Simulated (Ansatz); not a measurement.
Mg$_{2}$Si (antifluorite type, space group Fm-3m)

```xyz
3
Lattice="0.0000 3.1822 3.1822 3.1822 0.0000 3.1822 3.1822 3.1822 0.0000" Properties=species:S:1:pos:R:3 pbc="T T T"
Si     0.0000     0.0000     0.0000
Mg     1.5911     1.5911     1.5911
Mg     4.7733     4.7733     4.7733
```

The relaxed cell is deformed in two ways at once: its volume V is scaled, and at that volume it is stretched along z (the c axis of the conventional cell) so that c/a changes. Fractional atomic positions are held.

Level of theory: PBE (plane waves to 420 eV, PAW, scalar-relativistic; Ansatz, a quantum-chemistry and plane-wave program). k mesh 9×9×9 (Γ-centred), Fermi-Dirac smearing 0.05 eV. Stress and pressure are positive under compression. As the smearing reaches across the gap at some points, the response to shear is sensitive to the k mesh, so small differences along c/a are uncertain. Mg2Si was relaxed with its symmetry unable to fall. The PAW data are Ansatz's earlier set. The last digit holds for this mesh only.

Changes of σzz (GPa) from the point V/V₀ = 1.000, (c/a)/(c/a)₀ = 1.000 when one coordinate moves alone (two changes are said to add if the coupling is within 5 % of the smaller one, nearly so within 20 %):

```tsv
point	change
V/V₀ = 1.000, (c/a)/(c/a)₀ = 0.920	4.93
V/V₀ = 1.000, (c/a)/(c/a)₀ = 0.960	2.47
V/V₀ = 0.960, (c/a)/(c/a)₀ = 1.000	2.40
V/V₀ = 0.980, (c/a)/(c/a)₀ = 1.000	1.14
V/V₀ = 1.020, (c/a)/(c/a)₀ = 1.000	-1.03
V/V₀ = 1.040, (c/a)/(c/a)₀ = 1.000	-1.96
V/V₀ = 1.000, (c/a)/(c/a)₀ = 1.040	-2.43
V/V₀ = 1.000, (c/a)/(c/a)₀ = 1.080	-4.76
```

What is the change at V/V₀ = 0.960, (c/a)/(c/a)₀ = 0.960, where both move, and how far is it from the sum?

The sum of the single changes is 2.40 + (2.47) = 4.87; the calculation gives 5.01, so the coupling contributes 0.14 (under 20 % of the smaller single change, nearly additive).

Do the two effects add at V/V₀ = 0.980, (c/a)/(c/a)₀ = 1.080? Give the computed change.

The sum of the single changes is 1.14 + (-4.76) = -3.62; the calculation gives -3.77, so the coupling contributes -0.15 (under 20 % of the smaller single change, nearly additive).

What is the change at V/V₀ = 0.980, (c/a)/(c/a)₀ = 0.960, where both move, and how far is it from the sum?

The sum of the single changes is 1.14 + (2.47) = 3.61; the calculation gives 3.68, so the coupling contributes 0.07 (under 20 % of the smaller single change, nearly additive).

(Under strain, the slope of the energy per volume gives the stress and its curvature an elastic modulus.)
